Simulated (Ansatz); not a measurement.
CdBr$_{2}$ (space group P6_3mc)

```
CELL_PARAMETERS angstrom
      3.98029     0.00000     0.00000
     -1.99015     3.44703     0.00000
      0.00000     0.00000    12.56749
ATOMIC_POSITIONS crystal
  Cd 0.66667 0.33333 0.87499
  Cd 0.33333 0.66667 0.37499
  Br 0.00000 0.00000 0.75034
  Br 0.00000 0.00000 0.25034
  Br 0.33333 0.66667 0.99967
  Br 0.66667 0.33333 0.49967
```

The slice is a (1 -1 0 0) plane (indices of the conventional cell) through the point (0.333, 0.667, 0.375) (fractional), spanned by u = [110] and v = [001] in vectors of this cell: u (3.98 Å) and v (12.57 Å, at 90° to u). It covers one period; positions are fractions (u, v).

The numbers are results of r2SCAN+rVV10 (plane waves to 500 eV, PAW, scalar-relativistic; Ansatz, a first-principles code), not measurements. k mesh 10×10×3. These are valence fields of a PAW run, semicore shells included where kept as valence: close to a nucleus they are smooth pseudo fields. CdBr2 was relaxed with its symmetry unable to fall.

Task: Predict the map of the electrostatic potential energy of an electron, from the cell's mean on the slice.

Result: 
```
v \ u  0.00  0.12  0.25  0.38   0.50  0.62  0.75  0.88
-----  ----  ----  ----  ----  -----  ----  ----  ----
0.88    4.4   4.9   5.1   3.2    1.5   3.2   5.1   4.9
0.75    6.8   7.0   7.4   7.5    7.5   7.5   7.4   7.0
0.62      x     x     x   5.4    6.1   5.4     x     x
0.50    5.4   5.2   3.7   0.4  <-1.0   0.4   3.7   5.2
0.38    7.0   6.8   5.7   3.1    1.2   3.1   5.7   6.8
0.25    7.6   7.6   7.6   7.4    7.3   7.4   7.6   7.6
0.12    4.4   4.9   5.1   3.2    1.5   3.2   5.1   4.9
0.00      x     x     x   3.5    5.3   3.5     x     x
```

Values: electrostatic potential energy of an electron, from the cell's mean, in eV. Points within 1 Å of a nucleus are blanked (x), as the pseudised field means little there. Values under -1 eV are set to -1. The zero, the cell's mean, hangs on the PAW cores.
